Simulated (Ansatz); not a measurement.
# Phonon dispersion of NbTe4Mo

All numbers below come from DFT PBE, scalar-relativistic, plane waves, PAW in Ansatz 0.2.0. Cutoff 420 eV, 12×12×4 k-points (Γ-centred), Fermi-Dirac smearing of 0.15 eV. No spin polarisation. Phonons by linear response, acoustic sum rule imposed.

The cell, relaxed at this level:
```
CELL_PARAMETERS angstrom
3.61775 0.00000 0.00000
-1.80888 3.13306 0.00000
0.00000 0.00000 14.77038
ATOMIC_POSITIONS crystal
Nb 0.00000 0.00000 0.00000
Te 0.00000 0.00000 0.37903
Te 0.33333 0.66667 0.87312
Te 0.00000 0.00000 0.62097
Te 0.33333 0.66667 0.12688
Mo 0.33333 0.66667 0.50000
```

The cell was found from a structure generator's guess, not taken from experiment. In a metal, frequencies and elastic constants depend on the k mesh and the smearing, soft modes and shear constants most. Spin–orbit coupling is left out, which matters for heavy elements. The q mesh is coarse, so values between its points are rough. No dispersion correction is applied, so modes and constants that involve weak contacts between layers, chains or molecules come out too soft.

Force constants from linear response on a 2×2×1 q mesh.

(1) Is the structure dynamically stable on the q mesh?

(2) Give the frequencies (cm⁻¹) at the zone-boundary points of high symmetry (interpolated where a point lies off the q mesh).

Answers

(1) Yes, on this mesh: no mode is imaginary.

(2)
```csv
point,q,frequencies
M,0.500 0.000 0.000,57 72 75 86 95 99 111 124 136 141 149 152 165 195 204 217 225 237
K,0.333 0.333 0.000,39 90 92 98 102 109 129 129 133 134 136 139 170 195 198 213 227 233
A,0.000 0.000 0.500,10 10 10 10 12 12 93 93 112 112 153 165 188 188 224 224 246 272
L,0.500 0.000 0.500,57 72 74 87 94 99 111 124 136 140 149 152 165 195 204 217 225 237
H,0.333 0.333 0.500,39 89 93 98 102 109 129 129 133 135 136 139 170 195 198 213 227 233
```
